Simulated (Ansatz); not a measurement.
In in space group Cmce (No. 64; In on 8f) at seven volumes, PBEsol (plane waves, PAW; program Ansatz), shape and atoms relaxed at each. One row is withheld.

```json
[
 {"V (Å³/atom)": "25.732", "P (GPa)": "4.76"},
 {"V (Å³/atom)": "26.580", "P (GPa)": "?"},
 {"V (Å³/atom)": "27.429", "P (GPa)": "1.30"},
 {"V (Å³/atom)": "28.277", "P (GPa)": "0.00"},
 {"V (Å³/atom)": "29.125", "P (GPa)": "-1.07"},
 {"V (Å³/atom)": "29.974", "P (GPa)": "-1.94"},
 {"V (Å³/atom)": "30.822", "P (GPa)": "-2.66"}
]
```

Task: Fit the shown pressures and predict the withheld one.

Result: Third-order Birch–Murnaghan: P = (3/2)B₀(x^(7/2) − x^(5/2))[1 + (3/4)(B′ − 4)(x − 1)] with x = (V₀/V)^(2/3). Least squares on the six rows gives V₀ = 28.278 Å³/atom, B₀ = 39.05 GPa, B′ = 5.43. At V = 26.580, x = 1.0421 and P = 2.86 GPa. The run itself gave 2.87 GPa.

The start of the workflow was typed in or built on a structure type; neither database checked (COD, Materials Project) lists it. It is not the phase usual at ambient conditions (space group No. 139). The cell was relaxed with PBEsol under the symmetry of its start; its stability against distortions is not shown here.

Potentials: the earlier of the program's two PAW sets. The files were generated under PBE; for other functionals the program regenerates the frozen cores, and for LDA and PBEsol the local potential too.
